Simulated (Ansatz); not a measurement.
# Rocksalt alloy of MgO and CdO (4 of 32 Mg sites exchanged), 64 atoms

Ansatz, PAW, plane waves. PBEsol relaxation of volume and atoms (shape held) at the single k point (¼, ¼, ¼) without its symmetry partners; single points on the relaxed atoms at the single k point (¼, ¼, ¼) without its symmetry partners, onto which points of the small cell's zone fold. Arrangement: clustered. No spin–orbit coupling unless named.

Relaxed structure:

```
O Cd Mg
1.0
     8.58266    0.00000    0.00000
     0.00000    8.58266    0.00000
     0.00000    0.00000    8.58266
O Cd Mg
32 4 28
Direct
  0.26495 0.98489 0.98479
  0.25147 0.99896 0.51125
  0.25151 0.51134 0.99889
  0.25059 0.50186 0.50179
  0.73868 0.99859 0.99852
  0.74845 0.99969 0.50164
  0.74847 0.50170 0.99963
  0.75009 0.50009 0.50003
  0.98517 0.26468 0.98480
  0.99923 0.25122 0.51125
  0.99888 0.73840 0.99855
  0.99996 0.74817 0.50164
  0.51161 0.25123 0.99888
  0.50214 0.25031 0.50179
  0.50198 0.74818 0.99963
  0.50037 0.74981 0.50003
  0.98514 0.98487 0.26461
  0.99888 0.99860 0.73833
  0.99925 0.51133 0.25113
  0.99998 0.50169 0.74812
  0.51160 0.99897 0.25113
  0.50198 0.99969 0.74811
  0.50215 0.50186 0.25024
  0.50038 0.50009 0.74974
  0.26568 0.26542 0.26531
  0.25123 0.25094 0.73863
  0.25122 0.73872 0.25088
  0.25052 0.74814 0.74807
  0.73899 0.25093 0.25088
  0.74843 0.25024 0.74808
  0.74841 0.74814 0.25018
  0.74999 0.74970 0.74964
  0.99859 0.99832 0.99825
  0.25169 0.25141 0.99862
  0.25167 0.99871 0.25132
  0.99898 0.25139 0.25133
  0.99761 0.99733 0.50365
  0.99762 0.50373 0.99727
  0.99998 0.50209 0.50203
  0.50400 0.99734 0.99726
  0.50236 0.99969 0.50202
  0.50237 0.50209 0.99963
  0.50072 0.50044 0.50037
  0.25288 0.25260 0.50390
  0.25276 0.74606 0.99732
  0.25054 0.74790 0.50200
  0.74633 0.25248 0.99731
  0.74818 0.25026 0.50200
  0.74804 0.74777 0.99951
  0.74976 0.74949 0.50030
  0.25275 0.99740 0.74598
  0.25285 0.50397 0.25250
  0.25056 0.50207 0.74783
  0.74633 0.99739 0.25240
  0.74805 0.99957 0.74770
  0.74818 0.50207 0.25021
  0.74978 0.50037 0.74942
  0.99768 0.25246 0.74598
  0.99767 0.74606 0.25242
  0.99986 0.74777 0.74771
  0.50426 0.25260 0.25252
  0.50236 0.25027 0.74782
  0.50234 0.74790 0.25021
  0.50064 0.74950 0.74942
```

Question: What are the mean bond lengths by pair (pairs within 1.2 times the sum of covalent radii, less contacts 15 % beyond the pair's median; cation–cation pairs of compounds aside; long ionic contacts are cut short by that bound)?

Answer: Cd–O 2.262 ± 0.031 Å (standard deviation, 24 bonds); Mg–O 2.130 ± 0.044 Å (standard deviation, 168 bonds).

Question: What gap lies between the top filled and the lowest empty level in the single points?

Answer: HSE06 5.52 eV (30 s on NVIDIA H100). Away from Γ this isn't the crystal's band gap.
